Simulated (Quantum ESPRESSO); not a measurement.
Ca2MgZnO4 (made-up cell) (calculated)

Calculation on a made-up crystal cell, not a measurement: periodic Kohn-Sham density functional theory in plane waves with PseudoDojo standard norm-conserving scalar-relativistic pseudopotentials, each functional with its own files (v0.5 for PBE, v0.4.1 for LDA and PBEsol), no spin polarisation, no spin-orbit coupling, atoms not relaxed, stress positive in tension, energies less a fixed whole-eV offset for each atom's element; levels are Kohn-Sham levels at fractions of this cell's reciprocal vectors, counted from the reference band (half the neutral cell's valence electrons, rounded up) at Gamma; error bars cover cutoff and k-mesh only, not smearing or the files; added strain carries the atoms with the cell, and shear is the tensor component; each bar is the largest change over components, and at least 0.002 eV, 0.002 eV per angstrom or 0.02 GPa; energies are for the whole cell, and the offsets were chosen from early runs and are not element reference energies. Program: Quantum ESPRESSO 7.5.

Entry: Ca2MgZnO4 (made-up cell)

Unstrained structure:
```
Ca2MgZnO4
1.0
      4.7258     0.0012    -0.0356
      0.0012     4.6505     0.0352
     -0.0356     0.0352     4.6865
Ca Zn Mg O
2 1 1 4
Direct
  0.02616 -0.00907 -0.01877
  0.01580 0.45687 0.49493
  0.48199 -0.03675 0.51539
  0.47960 0.50058 0.01670
  0.50041 0.01753 -0.01214
  0.47409 0.48899 0.53711
  0.99224 -0.01746 0.45760
  0.98649 0.48134 -0.02109
```

* lattice type: rocksalt
* functional: pbe
* cutoff: 1143 eV
* fermi dirac smearing: 0.025 eV
* scf tolerance: 1e-07 eV
* electrons removed: 0
* added strain kind: uniform
* added strain: 0.0218
* k mesh: 4 x 4 x 4, shifted by half a step
* structure shown: before the added strain of 0.0218
* pressure: withheld
* stress xx: withheld
* stress yy: withheld

Atoms:
| atoms element | atom site | atom energy offset (eV) |
| --- | --- | --- |
| Ca | 1 | -1055 |
| Ca | 2 | -1055 |
| Zn | 3 | -5687 |
| Mg | 4 | -1617 |
| O | 5 | -452 |
| O | 6 | -452 |
| O | 7 | -452 |
| O | 8 | -452 |

Q: Ca2MgZnO4 (made-up cell): pressure?
A: -9.877 GPa

Q: Ca2MgZnO4 (made-up cell): stress xx?
A: 9.897 GPa

Q: Estimate the stress yy of Ca2MgZnO4 (made-up cell).
A: 9.652 GPa

Further results for Ca2MgZnO4 (made-up cell):

- free energy less offsets: 1.474 eV
- smearing term minus ts: 0 eV
- scf iterations: 12
- stress zz: 10.08 GPa
- stress yz: 1.724 GPa
- stress xz: -0.6528 GPa
- stress xy: 0.1647 GPa
- error bar energy: 0.002 eV
- error bar stress: 0.03151 GPa
- error bar force: 0.005685 eV/Å
- error bars from: tighter rerun of a related cell

Forces:
| site | x (eV/Å) | y (eV/Å) | z (eV/Å) |
| --- | --- | --- | --- |
| 1 | -1.205 | -0.2917 | 0.02761 |
| 2 | -1.271 | 0.8452 | -0.1638 |
| 3 | 0.2613 | -0.1052 | 0.1603 |
| 4 | 0.6376 | -0.5185 | -0.7043 |
| 5 | -0.05745 | -0.5151 | -0.1243 |
| 6 | 0.704 | 0.5906 | -0.6214 |
| 7 | 0.3865 | -0.3725 | 0.7872 |
| 8 | 0.5443 | 0.3673 | 0.6387 |
